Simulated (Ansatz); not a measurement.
Ru in space group P-3m1 (No. 164; Ru on 2c, Ru on 2d, Ru on 2d, Ru on 2d) under volume change, PBE in the plane-wave PAW code Ansatz, shape and atoms relaxed at each volume.

```tsv
V (Å³/atom)	E − E(relaxed) (meV/atom)	P (GPa)
12.579	[?]	[?]
12.993	53.7	22.05
13.408	12.6	10.06
13.823	0.0	0.00
14.237	[?]	[?]
14.652	42.5	-15.48
15.067	90.4	-21.34
```

Task: Some entries are withheld; supply them.

Result: 
- 14.237, E − E(relaxed) (meV/atom): 11.2
- 14.237, P (GPa): -8.44
- 12.579, E − E(relaxed) (meV/atom): 128.7
- 12.579, P (GPa): 36.33

Task: What does a third-order Birch–Murnaghan fit give for V₀, B₀ and B′?

Result: V₀ = 13.82 Å³/atom, B₀ = 306 GPa, B′ = 4.9.

The start of the workflow was typed in or built on a structure type; neither database checked (COD, Materials Project) lists it. It is not the phase usual at ambient conditions (space group No. 194). The PBE relaxation kept the symmetry of its start; whether a distortion lowers the energy is not shown. No spin polarisation was allowed.

Potentials: the later of the program's two PAW sets.
